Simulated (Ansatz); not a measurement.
# Bi, simple cubic: geometry optimisation

Theory: DFT, r2SCAN, plane waves (500 eV) with PAW, scalar-relativistic in Ansatz 0.2.0. The PAW files were generated under PBE, with cores re-solved for the functional.

k-point mesh 10×10×10, Fermi-Dirac smearing 0.1 eV, no spin polarisation. Cell and atoms relax.

Starting structure:

```yaml
crystal:
  lattice:
    - [3.2521762864, 0.0, 0.0]
    - [0.0, 3.2521762864, 0.0]
    - [0.0, 0.0, 3.2521762864]
  atoms:
    - { symbol: Bi, position: [0.0, 0.0, 0.0] }
hamiltonian:
  xc: r2scan
  pseudopotentials:
    kind: paw
    azcp:
      Bi: "pseudopotentials/Bi.paw.azcp"
basis:
  ecutwfc: 500
  fft_grid_basis: typed
kpoints:
  mp_grid: { grid: [10, 10, 10], shift: [0, 0, 0] }
magnetization:
  spin_polarized: false
scf:
  occupations: { method: fermi_dirac, width: 0.1 }
relax:
  max_steps: 60
  f_tol: 0.01
  cell: {}
```

**Question.** What cell does the relaxation end in?

**Answer.** Pm-3m with a = 3.252 Å; 34.40 Å³ per atom against 34.40 at the start (0.0 %).

**Question.** How much energy does the relaxation gain?

**Answer.** 0.0 meV per atom.

Path of the relaxation (the plane waves are chosen anew near the end, which can shift the energy a little):

```
step  E − E(final) (meV/atom)  V (Å³/atom)  P (GPa)  max force (eV/Å)
   0                     0.00       34.397     0.01             0.000
   1                     0.00       34.397     0.01             0.000
```
